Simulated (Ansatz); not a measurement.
Here is the system:

RbBr:
```xyz
2
Lattice="0.0000 3.3338 3.3338 3.3338 0.0000 3.3338 3.3338 3.3338 0.0000" Properties=species:S:1:pos:R:3 pbc="T T T"
Rb     0.0000     0.0000     0.0000
Br     3.3338     3.3338     3.3338
```

This is the LDA-relaxed structure.

Task: All from DFT-LDA in the program Ansatz with PAW potentials, unless another level is named. Estimate the highest zone-centre frequency (without LO–TO term).

Result: 99 cm^-1.

Task: Next, the bulk modulus (Birch–Murnaghan fit)?

Result: 18.4 GPa.

Task: Give the vibrational entropy at 300 K.

Result: 52.0 J/(K·mol of atoms).

Space group Fm-3m (rock salt). Symmetry was held in the LDA relaxation; phonons on a q-mesh show no instability.

Potentials: the later of the program's two PAW sets.
